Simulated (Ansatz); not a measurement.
One crystal and one scan (scan of one atom of the cell) at two levels, PBE (plane waves to 420 eV, PAW, scalar-relativistic; Ansatz, an electronic-structure program) and r2SCAN (plane waves to 500 eV, PAW, scalar-relativistic; Ansatz), each from its own relaxed cell and on its own mesh.

The crystal is W (bcc, W type); one W atom of a 2-atom cell moves by s along Cartesian x, with its periodic images.

E stands for the smeared free energy. Spin-orbit coupling is left out, though W is heavy. The PAW data are Ansatz's earlier set. W is run without spin polarisation. W was relaxed with its symmetry unable to fall. (PBE) On this mesh the relaxed cell isn't quite at rest: it carries a pressure of -0.2 GPa (compression positive) at the zero of the scan. (r2SCAN) On this mesh the relaxed cell isn't quite at rest: it carries a pressure of -0.1 GPa (compression positive) at the zero of the scan. With partly filled bands, energies and forces of such displacements shift with the k mesh and the smearing.

```tsv
quantity	run 1	run 2
Lattice constant a (Å)	3.170	3.184
Force constant k = d²E/ds² at s = 0 (finite differences) (eV/Å²)	5.89	5.56
```

Question: Which run is which level?

Answer: Run 2 is PBE, run 1 is r2SCAN. PBE gives the higher value for: lattice constant a. PBE gives the lower value for: force constant k = d²E/ds² at s = 0. Both give the same shape of the curve: a single well with its minimum at or next to zero displacement. Neither level is exact: the differences show how much the result hangs on the functional.

(A displaced cell: forces are minus the slopes of the energy, force constants its curvatures, and phonons follow from these.)
